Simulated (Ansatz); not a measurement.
Zr:
```yaml
crystal:
  lattice:
    - [3.14326, 0.00000, 0.00000]
    - [-1.57163, 2.72214, 0.00000]
    - [0.00000, 0.00000, 5.09230]
  atoms:
    - { symbol: Zr, position: [0.33333, 0.66667, 0.75000] }
    - { symbol: Zr, position: [0.66667, 0.33333, 0.25000] }
```

Relaxed with LDA. Special points in fractions of this cell's reciprocal vectors: Γ (0.000, 0.000, 0.000); M (0.500, 0.000, 0.000); K (0.333, 0.333, 0.000); A (0.000, 0.000, 0.500); L (0.500, 0.000, 0.500); H (0.333, 0.333, 0.500).

Q: List the band energies nearest the Fermi level at these points for LDA in the plane-wave PAW code Ansatz.

A: In eV from the Fermi level; about four levels below and three above (degenerate sets whole), none deeper than 8.9 eV; points with the same levels are listed once.

```json
[
 {"k": "Γ", "below": "-5.77 -3.24", "above": "0.85 0.86 0.86"},
 {"k": "M", "below": "-2.82 -2.62 -2.38", "above": "0.04 0.58 0.74"},
 {"k": "K", "below": "-2.33 -1.32 -1.32 -1.10", "above": "0.21 0.21 1.84"},
 {"k": "A", "below": "-4.01 -4.01 -0.05 -0.05", "above": "0.79 0.79 0.79 0.79"},
 {"k": "L", "below": "-3.09 -3.09 -1.26 -1.26", "above": "1.94 1.94 2.37 2.37"},
 {"k": "H", "below": "-1.59 -1.59 -1.34 -1.34", "above": "0.06 0.06 2.06 2.06"}
]
```

Space group P6_3/mmc (hcp (Mg type)). The LDA relaxation kept the symmetry of its start. The run is not spin-polarised. Scalar-relativistic: spin–orbit coupling is off unless named, which matters more the heavier the elements.

Potentials: the earlier of the program's two PAW sets.
